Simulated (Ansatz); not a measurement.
MgSe:
```
MgSe
1.0
    4.22023     0.00000     0.00000
   -2.11012     3.65483     0.00000
    0.00000     0.00000     6.78239
Mg Se
2 2
Direct
  0.66667   0.33333   0.49758
  0.33333   0.66667   0.99758
  0.66667   0.33333   0.87742
  0.33333   0.66667   0.37742
```

PBEsol (plane waves, PAW; program Ansatz) gives a gap of 2.52 eV without spin–orbit coupling, maximum at Γ, minimum at Γ.

Problem. What happens when spin–orbit coupling is switched on?

Solution. The gap shrinks by 0.10 eV, to 2.42 eV; maximum at Γ, minimum at Γ.

Problem. Give the electron effective mass with spin–orbit coupling.

Solution. 0.18, 0.19, 0.19 mₑ (principal values).

Space group P6_3mc (wurtzite). The first step of the workflow began from a Materials Project structure, measured or hypothetical; the Crystallography Open Database copy checked does not list it. COD files the formula under space group No. 225. Its standing as an ambient phase is unchecked. Symmetry was held in the PBEsol relaxation; its stability against distortions is not shown here.

Potentials: the earlier of the program's two PAW sets. The files were generated under PBE; for other functionals the program regenerates the frozen cores, and for LDA and PBEsol the local potential too.
